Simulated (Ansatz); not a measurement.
W:
```cif
data_W8
_chemical_formula_sum 'W8'
_space_group_name_H-M_alt 'Fd-3m :1'
_space_group_IT_number 227
_space_group_name_Hall 'F 4d 2 3 -1d'
_cell_length_a 5.75640
_cell_length_b 5.75640
_cell_length_c 5.75640
_cell_angle_alpha 90.000
_cell_angle_beta 90.000
_cell_angle_gamma 90.000
loop_
_atom_site_label
_atom_site_type_symbol
_atom_site_symmetry_multiplicity
_atom_site_Wyckoff_symbol
_atom_site_fract_x
_atom_site_fract_y
_atom_site_fract_z
_atom_site_occupancy
W1 W 8 b 0.50000 0.50000 0.50000 1
```
(The calculation used a cell of 2 atoms; values per cell refer to that cell.)

Relaxed with PBEsol.

**Question.** Decompose the optical modes at the zone centre into irreducible representations, and say which are infrared and Raman allowed.

**Answer.** Point group m-3m: Γ_opt = T2g. Infrared: none. Raman: T2g.

**Question.** Assign frequencies (DFPT, PBEsol in the plane-wave PAW code Ansatz).

**Answer.** T2g 154 cm⁻¹.

The start of the workflow was typed in or built on a structure type; neither database checked (COD, Materials Project) lists it. It is not the phase usual at ambient conditions (space group No. 229). The PBEsol relaxation kept the symmetry of its start. At this level the phase is mechanically unstable. No spin polarisation was allowed. As this level gives no gap, phonon frequencies hold no LO–TO term and depend on the k-mesh and smearing (Fermi–Dirac, 0.1 eV here). Scalar-relativistic: spin–orbit coupling is off unless named, which matters more the heavier the elements.

Potentials: the later of the program's two PAW sets.
